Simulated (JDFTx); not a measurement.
Input for JDFTx (a modified build): K (SMILES [K+]), charge +1, multiplicity 1, nonlinear PCM (GLSSA13), water, 1 M NaCl; lengths in bohr, energies in hartree. JDFTx counts charge in electrons: elec-initial-charge is the number of excess electrons. The run starts from orbitals saved by an earlier run of the same system.

```
lattice \
  14.1729459347 0.0000000000 0.0000000000 \
  0.0000000000 14.1729459347 0.0000000000 \
  0.0000000000 0.0000000000 14.1729459347
coords-type Cartesian
ion K 0.0000000000 0.0000000000 0.0000000000 0
ion-species pseudo/k_pbe_v1.4.upf
elec-cutoff 20 100
elec-ex-corr gga-PBE
symmetries none
elec-n-bands 4
elec-initial-charge -1
electronic-minimize nIterations 150 energyDiffThreshold 1e-7
fluid NonlinearPCM
pcm-variant GLSSA13
fluid-solvent H2O
fluid-cation Na+ 1
fluid-anion Cl- 1
wavefunction read s0.wfns 7
dump-name s2.$VAR
dump End State Ecomponents EigStats BandEigs Forces ElecDensity IonicPositions FluidDebug
```

The log closes as follows.

```
[...]
ElecMinimize: Iter:   6  Etot: -28.361447363485073  |grad|_K:  5.605e-06  alpha:  3.241e-01  linmin: -4.544e-03
ElecMinimize: Iter:   7  Etot: -28.361447460500617  |grad|_K:  1.326e-06  alpha:  6.255e-02  linmin: -6.167e-03
ElecMinimize: Iter:   8  Etot: -28.361447470504199  |grad|_K:  1.354e-06  alpha:  1.156e-01  linmin: -1.262e-02
ElecMinimize: Converged (|Delta Etot|<1.000000e-07 for 2 iters).

# Ionic positions in cartesian coordinates:
ion K   0.000000000000000   0.000000000000000   0.000000000000000 0

# Forces in Cartesian coordinates:
force K  -0.000044905514975  -0.000004610230729   0.000004648217188 0

# Energy components:
   A_diel =       -0.0450783502682177
   Eewald =       -8.1077391001419663
       EH =       14.6051578376172841
     Eloc =      -43.2492492791862233
      Enl =        3.5778108828199766
      Exc =       -4.3475580537303218
 Exc_core =        0.0909487543559230
       KE =        9.1111232194216090
  MuShift =        0.0031366186077455
-------------------------------------
     Etot =      -28.3614474705041992


	eMin: -1.212806 at state 0 ( [ +0.000000 +0.000000 +0.000000 ] spin 0 )
	HOMO: -0.602708 at state 0 ( [ +0.000000 +0.000000 +0.000000 ] spin 0 )
```

The run took 9 electronic cycles (a count that differs between repeats, as do the digits past 10⁻⁶ Ha); the highest occupied level lies at -16.40 eV from the bulk liquid; the total lies -4.21 eV from the vacuum run at this geometry. The continuum can't coordinate to the solute or react with it.
